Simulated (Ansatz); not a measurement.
**Question.** GaSb (NiAs type, space group No. 194) is relaxed with r²SCAN (plane waves, PAW; program Ansatz). What lattice parameters of the conventional cell result?

**Answer.** a = 3.965 Å, c = 6.998 Å.

**Question.** Is it a metal or does it have a gap at this level?

**Answer.** No gap at this level.

Space group P6_3/mmc (NiAs type). The start of the workflow was typed in or built on a structure type; neither database checked (COD, Materials Project) lists it. It is not the phase usual at ambient conditions (space group No. 216). Symmetry was held in the r²SCAN relaxation; whether a distortion lowers the energy is not shown. Spin–orbit coupling is left out wherever it is not named.

Potentials: the later of the program's two PAW sets.
